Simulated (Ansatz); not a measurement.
BaTe (rock salt, Fm-3m) under volume change, DFT-PBEsol in the program Ansatz with PAW potentials, scaled uniformly.

```
V (Å³/atom)  E − E(relaxed) (meV/atom)  P (GPa)
-----------  -------------------------  -------
38.046                            40.2     3.73
39.301                            16.9     2.28
40.555                             4.0     1.05
41.809                             0.0     0.00
43.063                             3.6    -0.89
44.318                            13.6    -1.64
45.572                            29.0    -2.29
```

### Question
What does a third-order Birch–Murnaghan fit give for V₀, B₀ and B′?

### Answer
V₀ = 41.81 Å³/atom, B₀ = 32.1 GPa, B′ = 4.4.

The cell was relaxed with PBEsol under the symmetry of its start. Scalar-relativistic: spin–orbit coupling is off unless named, which matters more the heavier the elements.

Potentials: the later of the program's two PAW sets.
